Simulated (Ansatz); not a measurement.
Single points with m-r2SCAN in Ansatz 0.2.0, PAW, spin-restricted, at the geometries given.

Problem. Rank them by the largest force on an atom, smallest first.
A.
LiBi (500 eV, 6×10×4 mesh on the cell that ran, as a rule the primitive one, fermi-dirac 0.1 eV)
```cif
data_structure
_symmetry_space_group_name_H-M 'P2/m'
_symmetry_Int_Tables_number 10
_cell_length_a 5.4481
_cell_length_b 3.3511
_cell_length_c 8.1564
_cell_angle_alpha 90.000
_cell_angle_beta 104.500
_cell_angle_gamma 90.000
_cell_volume 144.17
loop_
_atom_site_label
_atom_site_type_symbol
_atom_site_symmetry_multiplicity
_atom_site_Wyckoff_symbol
_atom_site_fract_x
_atom_site_fract_y
_atom_site_fract_z
_atom_site_occupancy
Li1 Li 2 n 0.26300 0.50000 0.33600 1
Bi1 Bi 2 m 0.23400 0.00000 0.66000 1
Li2 Li 1 e 0.50000 0.50000 0.00000 1
Bi2 Bi 1 a 0.00000 0.00000 0.00000 1
```
B.
CaO (500 eV, 9×9×9 mesh on the cell that ran, as a rule the primitive one, fermi-dirac 0.0915 eV)
```
Ca O
1.0
     0.00000    2.44263    2.44263
     2.44263    0.00000    2.44263
     2.44263    2.44263    0.00000
Ca O
1 1
Cartesian
  0.0000 0.0000 0.0000
  2.4426 2.4426 2.4426
```
C.
LaIn5Rh (500 eV, 7×7×5 mesh on the cell that ran, as a rule the primitive one, fermi-dirac 0.1 eV)
```cif
data_structure
_symmetry_space_group_name_H-M 'P4/mmm'
_symmetry_Int_Tables_number 123
_cell_length_a 4.6451
_cell_length_b 4.6451
_cell_length_c 7.5710
_cell_angle_alpha 90.000
_cell_angle_beta 90.000
_cell_angle_gamma 90.000
_cell_volume 163.36
loop_
_atom_site_label
_atom_site_type_symbol
_atom_site_symmetry_multiplicity
_atom_site_Wyckoff_symbol
_atom_site_fract_x
_atom_site_fract_y
_atom_site_fract_z
_atom_site_occupancy
In1 In 4 i 0.00000 0.50000 0.30510 1
Rh1 Rh 1 b 0.00000 0.00000 0.50000 1
In2 In 1 c 0.50000 0.50000 0.00000 1
La1 La 1 a 0.00000 0.00000 0.00000 1
```

Solution. B (0.00 eV/Å), C (0.18 eV/Å), A (0.41 eV/Å).

Origins: LaIn5Rh, a known structure type with other elements, at an estimated volume; LiBi, a known structure type with other elements, at an estimated volume; CaO, a database entry at a rescaled volume.
